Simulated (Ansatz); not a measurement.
# Calculated coordination and O-17 quadrupole coupling for AlH6IO4

Cell: a Materials Project structure (computed, not necessarily an observed phase).

```cif
data_AlH6IO4
_symmetry_space_group_name_H-M 'C2/c'
_symmetry_Int_Tables_number 15
_cell_length_a 9.6145
_cell_length_b 14.0548
_cell_length_c 5.2701
_cell_angle_alpha 90.000
_cell_angle_beta 123.241
_cell_angle_gamma 90.000
loop_
_atom_site_label
_atom_site_type_symbol
_atom_site_symmetry_multiplicity
_atom_site_Wyckoff_symbol
_atom_site_fract_x
_atom_site_fract_y
_atom_site_fract_z
Al Al 4 e 0.5000 0.5469 0.7500
H3 H 8 f 0.2259 0.9285 0.8181
H7 H 8 f 0.7568 0.1389 0.7216
H11 H 8 f 0.4061 0.7115 0.8515
I I 4 e 0.5000 0.8419 0.2500
O17 O 8 f 0.1260 0.9641 0.6713
O21 O 8 f 0.3571 0.6546 0.7208
```

One atom of each set is listed; the run and its k-mesh use a cell of 24 atoms with edges of 8.51, 8.51, 5.27 Å.

The numbers come from a DFT calculation in Ansatz (PBE, plane waves and PAW, scalar-relativistic, 420 eV cutoff, Γ-centred 4×4×6 k-points, Fermi–Dirac smearing 0.02 eV).

Q(O-17) = -25.58 mb.

**Question.** Rank these O sites by |C_Q|, smallest first.
A. O17: 1 H at 0.98 Å, 2 Al at 1.86–1.88 Å
B. O21: 2 H at 0.99 Å, 1 Al at 1.99 Å

**Answer.** A (7.54 MHz, η = 0.66), B (9.35 MHz, η = 0.59).

At O17 V_zz points along its shortest bond, to H (within 2°). Like point charges on the first shell alone (each adding as 1/d³) would put O17 above O21: the covalent part of each bond and the atoms beyond the first shell count as well.

The largest force is 0.3 eV/Å, so the atoms aren't at the calculated equilibrium and relaxing them would move these values.
